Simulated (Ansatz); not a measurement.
**MnHg (P4/mmm): parallel moments**

Computed with Ansatz, DFT, PBE, PAW with Ansatz's default frozen-core files, scalar-relativistic.

Command: `ansatz run input.yaml --threads 2 --pin off --max-ram 6144MiB --backend cpu --events-out ev --progress --plain --runs-dir out`

```yaml
crystal:
  lattice:
    - [0.0, 0.0, 3.313]
    - [3.288, 0.0, 0.0]
    - [0.0, 6.576, 0.0]
  atoms:
    - { symbol: Mn, position: [0.5, 0.5, 0.25], spin: 4.0 }
    - { symbol: Mn, position: [0.5, 0.5, 0.75], spin: 4.0 }
    - { symbol: Hg, position: [0.0, 0.0, 0.0] }
    - { symbol: Hg, position: [0.0, 0.0, 0.5] }
magnetization:
  spin_polarized: true
kpoints:
  mp_grid: { grid: [11, 11, 6] }
scf:
  occupations: { method: fermi_dirac, width: 0.05 }
  lower_state_search: "off"
hamiltonian:
  xc: pbe
  pseudopotentials: { kind: paw }
output:
  forces: true
  stress: true
  eigenvalues: true
```

Log:

```
Engine: ansatz 0.2.0
Pseudopotentials: kind: paw
Pseudopotential: Mn, paw, valence charge 15, recommended cutoff 420 eV (normal), Mn.paw.azcp
Pseudopotential: Hg, paw, valence charge 20, recommended cutoff 420 eV (normal), Hg.paw.azcp
Functional definition: PBE
  parameter kappa = 0.804
  parameter beta = 0.06672455060314922
  exchange = pbe_x(kappa = kappa, mu = beta*pi^2/3)
  correlation = pbe_c(beta = beta)
Crystal: 4 atoms, lattice volume = 71.633 Å³
Basis set: ecut = 420 eV, 1437 PW (Γ), exchange–correlation on 48×48×90 points (8 copies of the dense FFT grid, shifted against one another)
Bands: 47, of which v1, the nominal top of the filled ones, is band 35 counted from 1 (34 counted from 0)
Symmetry: 16 space group operations
Space group: P4/mmm (ITA 123), of the structure as read, at distance tolerance 4.2e-5 Å
Magnetic group: BNS 123.339 (UNI 999), of the structure as read, at distance tolerance 4.2e-5 Å
k-points: 144 of 726
Non-local potential: Mn, projectors of the file, l = 0: 3, l = 1: 2, l = 2: 3, l = 3: 1
Non-local potential: Hg, projectors of the file, l = 0: 3, l = 1: 2, l = 2: 2, l = 3: 1
PAW form: soft (Blöchl's): semilocal exchange-correlation on the pseudo side does not see the compensation charge
PAW one-centre angular grid: Mn, 590 points (default); XC on 64 Gauss nodes
PAW one-centre angular grid: Hg, 590 points (default); XC on 64 Gauss nodes
Initial density: superposition of atomic densities (chi_scale 0.1, normalization cell)
Starting moments: Σ|m| = 8 μB on 2 of 4 sites
Initial wavefunctions: pseudopotential atomic-orbital guess
Functional: x = pbe(κ = 0.804, μ = 0.2195149727645171), c = pbe(β = 0.06672455060314922)
SCF iter   1: F=—  HF=-35425.220856 eV  |F-HF|=—  |Δ(HF+E_count)|=         —  Δρ=6.55e-2 (↑5.09e-2 ↓6.55e-2)  dr2=1.24e1  dr2_m=7.40e-2  M=6.992 μB ∫|m|=7.340 μB  β_m=0.30  ethr=3.10e-3  ⟨swp⟩=5.2  Hψ=43391  notcnv=0  defer=119
preconditioner: auto → Kerker (q_TF=auto, 2.718 Å⁻¹)  [metal: Δε(μ)=0.003 eV  Ē_g=9.266 eV  σ=0.050 eV  W_gap=0.01  n_scr=28 (ndim 8)  ℏωp=27.0 eV  f_vac=0.000  D(μ)=5.85/eV (n_scr^D=60)]
spin=Collinear: Kerker preconditioning applied to the charge; magnetization (m = ρ↑ − ρ↓) channel mixes plain (no charge-response kernel on spin).
SCF iter   2: F=—  HF=-35423.648304 eV  |F-HF|=—  |Δ(HF+E_count)|=    1.57e0  Δρ=1.97e-2 (↑1.72e-2 ↓1.97e-2)  dr2=1.69e0  dr2_m=1.43e-2  M=7.397 μB ∫|m|=7.803 μB  β_m=0.30  ethr=3.10e-3  ⟨swp⟩=2.8  Hψ=22046  notcnv=0  defer=954
Mixer restart at iter 2: flushing history
spin-set hold released at iteration 2 (the charge has settled, or the pull on large starting moments outlasts its swing): the magnetisation degrees of freedom join the quasi-Newton model from the next iteration; the mixer history was flushed
SCF iter   3: F=—  HF=-35423.395700 eV  |F-HF|=—  |Δ(HF+E_count)|=   2.53e-1  Δρ=1.28e-2 (↑1.20e-2 ↓1.28e-2)  dr2=7.43e-1  dr2_m=5.83e-3  M=7.475 μB ∫|m|=7.902 μB  β_m=0.57  ethr=2.42e-3  ⟨swp⟩=1.7  Hψ=17134  notcnv=0  defer=955
SCF iter   4: F=—  HF=-35423.187886 eV  |F-HF|=—  |Δ(HF+E_count)|=   2.08e-1  Δρ=6.67e-3 (↑6.67e-3 ↓4.88e-3)  dr2=4.15e-2  dr2_m=1.40e-2  M=7.643 μB ∫|m|=8.118 μB  β_m=0.68  ethr=1.06e-3  ⟨swp⟩=2.1  Hψ=20511  notcnv=0  defer=979
SCF iter   5: F=—  HF=-35423.195212 eV  |F-HF|=—  |Δ(HF+E_count)|=   7.33e-3  Δρ=6.58e-3 (↑2.30e-3 ↓6.58e-3)  dr2=3.45e-2  dr2_m=5.23e-3  M=7.749 μB ∫|m|=8.228 μB  β_m=0.75  ethr=5.92e-5  ⟨swp⟩=2.5  Hψ=23109  notcnv=0  defer=973
SCF iter   6: F=—  HF=-35423.194223 eV  |F-HF|=—  |Δ(HF+E_count)|=   9.89e-4  Δρ=1.55e-3 (↑1.55e-3 ↓6.35e-4)  dr2=9.39e-4  dr2_m=4.27e-4  M=7.784 μB ∫|m|=8.272 μB  β_m=0.83  ethr=4.93e-5  ⟨swp⟩=2.0  Hψ=19950  notcnv=0  defer=973
SCF iter   7: F=—  HF=-35423.194604 eV  |F-HF|=—  |Δ(HF+E_count)|=   3.81e-4  Δρ=6.30e-4 (↑6.30e-4 ↓3.73e-4)  dr2=4.24e-4  dr2_m=2.75e-5  M=7.790 μB ∫|m|=8.277 μB  β_m=0.92  ethr=1.34e-6  ⟨swp⟩=2.0  Hψ=20419  notcnv=0  defer=973
SCF iter   8: F=—  HF=-35423.194603 eV  |F-HF|=—  |Δ(HF+E_count)|=   4.72e-7  Δρ=1.29e-4 (↑9.18e-5 ↓1.29e-4)  dr2=3.41e-5  dr2_m=8.43e-7  M=7.797 μB ∫|m|=8.284 μB  β_m=0.96  ethr=6.06e-7  ⟨swp⟩=2.5  Hψ=18570  notcnv=0  defer=973
SCF iter   9: F=—  HF=-35423.194606 eV  |F-HF|=—  |Δ(HF+E_count)|=   3.27e-6  Δρ=5.56e-5 (↑3.66e-5 ↓5.56e-5)  dr2=5.82e-6  dr2_m=1.79e-7  M=7.797 μB ∫|m|=8.284 μB  β_m=0.98  ethr=4.88e-8  ⟨swp⟩=1.4  Hψ=13031  notcnv=0  defer=973
iter 10 met the thresholds in force, and the SCF goes on: an eigenvalue changes by 0.59 meV, over its tolerance of 0.50 meV (output.eigenvalues, Limitations)
SCF iter  10: F=-35423.194606 eV  HF=-35423.194606 eV  |F-HF|=1.41e-8  |Δ(HF+E_count)|=   3.18e-9  Δρ=6.52e-6 (↑6.52e-6 ↓5.41e-6)  dr2=6.24e-8  dr2_m=2.53e-9  M=7.798 μB ∫|m|=8.284 μB  β_m=0.99  ethr=1.43e-10  ⟨swp⟩=9.4  Hψ=67289  notcnv=0
SCF iter  11: F=-35423.194606 eV  HF=-35423.194606 eV  |F-HF|=1.14e-8  |Δ(HF+E_count)|=   1.27e-8  Δρ=2.68e-6 (↑2.68e-6 ↓2.10e-6)  dr2=1.36e-8  dr2_m=2.14e-10  M=7.798 μB ∫|m|=8.284 μB  ethr=8.92e-11  ⟨swp⟩=2.0  Hψ=37070  notcnv=0
SCF 1 converged in 11 iterations: F = -35423.194606 eV  dr2 = 1.36e-8
  greatest PAW one-centre occupation: 1.003 electrons in one spin orbital (limit 2), on the Mn atom at site 1 (counted from 0), in its partial waves of l = 1
SCF converged after 11 iterations
an eigenvalue changed by more than its tolerance at an iteration that met the thresholds in force, so the SCF went on 1 time: the last check found none over its tolerance
Magnetization: 7.7976 μB (38.8988 up, 31.1012 down)
Absolute magnetization: 8.2917 μB (∫|ρ↑−ρ↓|, with the PAW one-centre terms)
Spin contamination: 0.2713 ħ² per cell (⟨S²⟩ above its minimum at these occupations)
Per-site moments (μB) at R_I (Å): [(3.859066536060347, 1.1775747433980837), (3.859066536060347, 1.1775747433980837), (-0.02120689840089699, 1.1775747433980837), (-0.021206898400896818, 1.1775747433980837)]
Free energy (F): -35423.194606 eV
Harris-Foulkes:  -35423.194606 eV  (|F-HF|=1.14e-8)
Internal energy: -35423.166673 eV  (E = F + TS)
E sigma→0 (E₀):  -35423.180640 eV
Entropy (-TS):   -0.027933 eV (-6.983 meV/atom)
Fermi energy:    16.597779 eV
--- Per-component energies (eV) ---
  E_band       = -1169.048279
  E_kinetic    = 1810.222616
  E_local      = -8410.292499  (includes V_loc(G=0)·N_el)
  E_nonlocal   = 640.739886
  E_hartree    = 3548.073183
  E_xc         = -666.269817
  E_vxc        = -813.154506  (∫ρ·V_xc dr)
  E_paw        = -22497.195993  (= ΣΔE_a)
  E_vpaw       = -1492.709013  (= ΣTr[D̂ρ^β])
  E_aug_tail   = 0.001867  (compensation charges beyond the density's cutoff)
  E_ewald      = -9848.445916
  E_smearing   = -0.027933  (= −TS)
  E_closure    = -0.000000  (closes the sum)
  Σ components = -35423.194606   (vs F -35423.194606, Δ=0.00e0)
--- Forces (eV/Å), atoms counted from 1 ---
  atom   1  Mn     0.00000000     0.00000000     0.00000000
  atom   2  Mn     0.00000000     0.00000000     0.00000000
  atom   3  Hg     0.00000000     0.00000000    -0.00000000
  atom   4  Hg     0.00000000     0.00000000    -0.00000000
  max |Σ_I F_I| component: 3.55e-30 eV/Å
--- Stress (GPa, compression-positive) ---
        2.109939       0.000000      -0.000000
        0.000000       2.077149       0.000000
        0.000000       0.000000       1.914008
  P = ⅓ Tr σ = 2.0337 GPa (20.337 kbar)
--- Band table (eV; the first three rows and the last of 288) ---
  k-point 0 ↑: bands = ["-98.9566", "-98.9564", "-64.7703", "-64.7693", "-47.3883", "-47.3760", "-47.3749", "-47.3749", "-47.3745", "-47.3738", "-33.5336", "-33.5239", "-33.5229", "-33.5192", "-33.5182", "-33.5150", "6.8201", "8.2477", "8.2583", "8.3766", "8.5710", "9.0986", "9.1205", "9.4357", "9.4358", "9.4552", "9.5989", "11.2815", "11.6065", "13.2711", "13.6573", "13.6707", "13.8154", "13.8411 …
  k-point 1 ↑: bands = ["-98.9566", "-98.9564", "-64.7703", "-64.7694", "-47.3874", "-47.3759", "-47.3755", "-47.3750", "-47.3749", "-47.3739", "-33.5324", "-33.5238", "-33.5229", "-33.5191", "-33.5182", "-33.5162", "6.9313", "8.2741", "8.3046", "8.3056", "8.5480", "9.1205", "9.1422", "9.4125", "9.4321", "9.4462", "9.5875", "10.2994", "12.6154", "13.2995", "13.6394", "13.6785", "13.8561", "13.8808 …
  k-point 2 ↑: bands = ["-98.9566", "-98.9564", "-64.7701", "-64.7696", "-47.3849", "-47.3780", "-47.3757", "-47.3752", "-47.3747", "-47.3741", "-33.5290", "-33.5236", "-33.5231", "-33.5197", "-33.5189", "-33.5184", "7.2460", "8.0794", "8.3292", "8.4698", "8.4867", "9.1808", "9.2021", "9.3494", "9.3694", "9.3865", "9.4752", "9.5567", "13.3748", "13.4172", "13.5717", "13.7052", "13.9724", "13.9943" …
  k-point 143 ↓: bands = ["-98.9241", "-98.9241", "-60.6581", "-60.6581", "-47.3512", "-47.3512", "-47.3506", "-47.3506", "-47.3440", "-47.3440", "-29.5031", "-29.5031", "-29.5015", "-29.5015", "-29.4914", "-29.4914", "8.3383", "8.3383", "8.7520", "8.7520", "8.7654", "8.7654", "9.2517", "9.2517", "10.0278", "10.0278", "13.2449", "13.2449", "15.1281", "15.1281", "15.1930", "15.1930", "17.7032", "17 …
```

Site moments (μB): Mn1 3.86, Mn2 3.86, Hg3 -0.02, Hg4 -0.02. Cell moment 7.80 μB.

The magnetic group in the log treats spin as a scalar label, without spin–orbit coupling.

The Ansatz runs typed with the search for lower states off end where their start leads. Spin–orbit coupling is left out although heavy atoms are present. These are results for the start and cell typed. The real compound can order otherwise, in a larger cell, or not at all, since semilocal functionals at zero temperature often overstate magnetism.

It took 30 s on 2 threads of Arm Neoverse V2 (shared host), peak memory 0.81 GiB.
